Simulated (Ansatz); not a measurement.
Relaxed Bi$_{2}$Se$_{3}$ (Bi2Te3 type, space group R-3m):

```
Bi2Se3
1.0
    2.04070     1.17820     9.22188
   -2.04070     1.17820     9.22188
    0.00000    -2.35639     9.22188
Bi Se
2 3
Cartesian
  0.00000   0.00000  11.11752
  0.00000   0.00000  16.54811
  0.00000   0.00000   0.00000
  0.00000   0.00000   5.74936
  0.00000   0.00000  21.91627
```

In this cell atom 1 (Bi, nearest neighbour Se at 2.835 Å; its periodic images, 4.1 Å or more away, move with it) is moved by s along Cartesian [110], unit vector (0.707, 0.707, 0.000); all other atoms and the cell stay fixed.

Computed with PBEsol-D3(BJ) (plane waves to 420 eV, PAW, scalar-relativistic; Ansatz, an electronic-structure program). k mesh 8×8×8 (Γ-centred), Fermi-Dirac smearing 0.05 eV. Energies are smeared free energies. With partly filled bands, energies and forces of such displacements shift with the k mesh and the smearing. At this level the bands of Bi2Se3 touch or barely overlap; measurements give the solid a gap. Bi2Se3 was relaxed with its symmetry unable to fall. Spin-orbit coupling is left out, though Bi is heavy. ΔE is measured from the undisplaced structure. The last digit holds for this mesh only.

```tsv
s (Å)	ΔE (meV/cell)
-0.280	withheld
-0.224	91.3
-0.168	50.0
-0.112	21.7
-0.056	5.3
0.000	0.0
0.056	5.2
0.112	20.6
0.168	46.1
0.224	82.0
0.280	128.8
```

Fit a polynomial form (powers 2, 3, 4) to the given rows and predict ΔE at s = -0.280.

Least squares on the 10 given rows: ΔE = (1671)·s² + (-412.8)·s³ + (1113)·s⁴, in meV/cell with s in Å; root-mean-square residual 0.02 meV/cell. At -0.280 the fit gives 146.9 meV/cell; the calculation gives 146.8 meV/cell, so the extrapolation is off by 0.1 (+0.1 %). The quadratic term alone would give 131.0 meV/cell.

(A displaced cell: forces are minus the slopes of the energy, force constants its curvatures, and phonons follow from these.)
